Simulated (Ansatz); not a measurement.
Ag (fcc, Cu type)

```
Ag
1.0
    0.00000     2.02719     2.02719
    2.02719     0.00000     2.02719
    2.02719     2.02719     0.00000
Ag
1
Direct
  0.00000   0.00000   0.00000
```

The slice is a {110} plane (indices of the conventional cell) through the point (0.000, 0.000, 0.000) (fractional), spanned by u = [100] and v = [1 -1 -1] in vectors of this cell: u (2.87 Å) and v (4.05 Å, at 90° to u). It covers one period; positions are fractions (u, v).

Calculation: PBEsol (plane waves to 420 eV, PAW, scalar-relativistic; Ansatz, an electronic-structure program). k mesh 20×20×20. Inside the PAW spheres the values are not all-electron values, and peaks at nuclei hang on which shells count as valence. Ag was relaxed with its symmetry unable to fall.

Three fields on this plane, each scaled to ten steps between its own extremes (0 low, 9 high; the total valence density on a logarithmic scale, the potential cut 8 eV below its top; x marks points blanked near nuclei; v = 0 in the bottom row):

Map A
```
|xxxxxxxx02465420xxxxxxx|
|xxxxxxxx02566520xxxxxxx|
|xxxxxxxx03566530xxxxxxx|
|xxxxxxx0156776510xxxxxx|
|xxxxxxx0457777540xxxxxx|
|xxxxxx035678876530xxxxx|
|xxxx0035678888765300xxx|
|00002456778888776542000|
|33345667788888877665433|
|66666777788888877776666|
|77778888777777778888777|
|88888888777777778888888|
|99998887776666777888999|
|99999887766666677889999|
|99999887766666677889999|
|99999887766666677889999|
|99999887766666677889999|
|99999887766666677889999|
|99998887776666777888999|
|88888888777777778888888|
|77778888777777778888777|
|66666777788888877776666|
|33345667788888877665433|
|00002456778888776542000|
|xxxx0035678888765300xxx|
|xxxxxx035678876530xxxxx|
|xxxxxxx0457777540xxxxxx|
|xxxxxxx0156776510xxxxxx|
|xxxxxxxx03566530xxxxxxx|
|xxxxxxxx02566520xxxxxxx|
|xxxxxxxx02456420xxxxxxx|
|xxxxxxxxx145541xxxxxxxx|
```

Map B
```
|xxxxxxxx97544579xxxxxxx|
|xxxxxxxx96544569xxxxxxx|
|xxxxxxxx86444468xxxxxxx|
|xxxxxxx9754334579xxxxxx|
|xxxxxxx8643333468xxxxxx|
|xxxxxx865332233568xxxxx|
|xxxx9865432222345689xxx|
|99887654332222334567889|
|66655433322222233345566|
|44433332222222222333344|
|22222222223333222222222|
|11111222233333322221111|
|00011122333333332211100|
|00001122334444332211000|
|00001122334444332211000|
|00001122344444432211000|
|00001122334444332211000|
|00001122334444332211000|
|00011122333333332211100|
|11111222233333322221111|
|22222222223333222222222|
|44433332222222222333344|
|66655433322222233345566|
|99887654332222334567889|
|xxxx9865432222345689xxx|
|xxxxxx865332233568xxxxx|
|xxxxxxx8643333468xxxxxx|
|xxxxxxx9754334579xxxxxx|
|xxxxxxxx86444468xxxxxxx|
|xxxxxxxx96544569xxxxxxx|
|xxxxxxxx97544579xxxxxxx|
|xxxxxxxxx754457xxxxxxxx|
```

Map C
```
|xxxxxxxx93000039xxxxxxx|
|xxxxxxxx82000028xxxxxxx|
|xxxxxxxx61011016xxxxxxx|
|xxxxxxx9311221139xxxxxx|
|xxxxxxx5212222125xxxxxx|
|xxxxxx621233332126xxxxx|
|xxxx9521123443311259xxx|
|99753211234444321123579|
|33211112233443322111123|
|00001112233333322111000|
|00001112222222222111000|
|00001111222222221111000|
|00000111111111111110000|
|00000011110000111100000|
|00000000000000000000000|
|00000000000000000000000|
|00000000000000000000000|
|00000011110000111100000|
|00000111111111111110000|
|00001111222222221111000|
|00001112222222222111000|
|00001112233333322111000|
|33211112233443322111123|
|99753211234444321123579|
|xxxx9521133443211259xxx|
|xxxxxx621233332126xxxxx|
|xxxxxxx5212222125xxxxxx|
|xxxxxxx9311221139xxxxxx|
|xxxxxxxx61011016xxxxxxx|
|xxxxxxxx82000028xxxxxxx|
|xxxxxxxx93000039xxxxxxx|
|xxxxxxxxx300003xxxxxxxx|
```

Q: Assign the maps to these fields: electron localisation function (ELF); valence electron density; electrostatic potential energy of an electron, from the cell's mean.

A: A is the electrostatic potential energy of an electron, from the cell's mean; B is the valence electron density; C is the electron localisation function (ELF).
